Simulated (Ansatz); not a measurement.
Relaxed-ion elastic tensor of NbRu (CsCl type, space group No. 221) in GPa (Voigt order), LDA in the plane-wave PAW code Ansatz; density 10.61 g/cm³, 15.18 Å³ per atom.

|  | 1 | 2 | 3 | 4 | 5 | 6 |
|---|---|---|---|---|---|---|
| 1 | 183 | 308 | 308 | 0.0 | 0.0 | 0.0 |
| 2 | 308 | 183 | 308 | 0.0 | 0.0 | 0.0 |
| 3 | 308 | 308 | 183 | 0.0 | 0.0 | 0.0 |
| 4 | 0.0 | 0.0 | 0.0 | 74.8 | 0.0 | 0.0 |
| 5 | 0.0 | 0.0 | 0.0 | 0.0 | 74.8 | 0.0 |
| 6 | 0.0 | 0.0 | 0.0 | 0.0 | 0.0 | 74.8 |

Q: Is the crystal mechanically stable?

A: No: the smallest eigenvalue of C is -125 GPa.

Space group Pm-3m (CsCl type). The workflow started from a Materials Project entry (that database holds measured and hypothetical structures alike); the Crystallography Open Database files this formula in space group No. 221, but the cells were not matched. Whether it is the stable phase at ambient conditions was not checked. The cell was relaxed with LDA under the symmetry of its start. At this level the phase is mechanically unstable. The run is not spin-polarised. As this level gives no gap, shear constants depend on the k-mesh and smearing (Fermi–Dirac, 0.1 eV here).

Potentials: the later of the program's two PAW sets.
